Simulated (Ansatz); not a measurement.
KI (rock salt) is sheared across one {100} plane: the third cell vector gains the shift, so faults repeat every 10.5 Å. The cut lies between planes 3.50 Å apart; the cell height is held.

```xyz
6
Lattice="4.9544 0.0000 0.0000 0.0000 4.9544 0.0000 2.4772 2.4772 10.5098" Properties=species:S:1:pos:R:3 pbc="T T T"
I      2.0643     2.0643     8.7582
I      2.0643     2.0643     1.7516
I      4.5415     4.5415     5.2549
K      4.5415     4.5415     8.7582
K      4.5415     4.5415     1.7516
K      2.0643     2.0643     5.2549
```

In-plane vectors a = (4.954, 0.000) Å, b = (0.000, 4.954) Å, area 24.55 Å². The shift is s times the vector a (length 4.954 Å), so s = 1 restores the start. The shift is rigid: no atom relaxes. γ = [E(shift) − E(0)] / area.

All values below come from PBEsol (plane waves to 420 eV, PAW, scalar-relativistic; Ansatz, a first-principles code). k mesh 6×6×6 (Γ-centred), Fermi-Dirac smearing 0.05 eV. Energies are extrapolated to zero smearing. Faults lie only 10.5 Å apart, and holding the cell height and the atoms raises γ above its relaxed value. KI was relaxed with its symmetry unable to fall. Spin-orbit coupling is left out, though I is heavy. The zero of γ is zero shift.

The scan covers s from 0.000 to 0.917 in 12 points.

Problem. At which s is γ highest?

Solution. s = 0.500.

Problem. Does γ have a local minimum between the ends of the line, and at which s?

Solution. No computed point is one.

Problem. What is the highest γ among twelve even steps of s?

Solution. 159 mJ/m².

(The slope of γ gives the shear force per area between the displaced halves; near zero shift its curvature is an elastic stiffness.)
